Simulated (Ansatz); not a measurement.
Al$_{2}$Au (MoSi2 or CaC2 type, space group No. 139), PBE in the plane-wave PAW code Ansatz, all energies at zero smearing, with the estimated change up to a 700 eV cutoff added, with one set of potentials and settings (totals compare only within such a set). Cell of 3 atoms (1 Au, 2 Al): -14224.930 eV.

| element | reference phase | E (eV/atom) |
|---|---|---|
| Au | Fm-3m, 1 atoms in the cell | -13149.3277 |
| Al | Fm-3m, 1 atoms in the cell | -537.5049 |

Formation energy per atom, worked out: (-14224.930 − 1×(-13149.3277) − 2×(-537.5049))/3 = -0.198 eV/atom (-19 kJ per mol of atoms), at 0 K, without zero-point energy or fitted corrections.

Space group I4/mmm (MoSi2 or CaC2 type). A made-up cell: these elements were put on the sites of a structure type; neither database checked (COD, Materials Project) lists it. COD files the formula under space group No. 225. Its standing as an ambient phase is unchecked. The PBE relaxation kept the symmetry of its start; its stability against distortions is not shown here. The references are the lowest solids computed at this level, not always the standard phases. Spin–orbit coupling is left out wherever it is not named.

Potentials: the later of the program's two PAW sets.
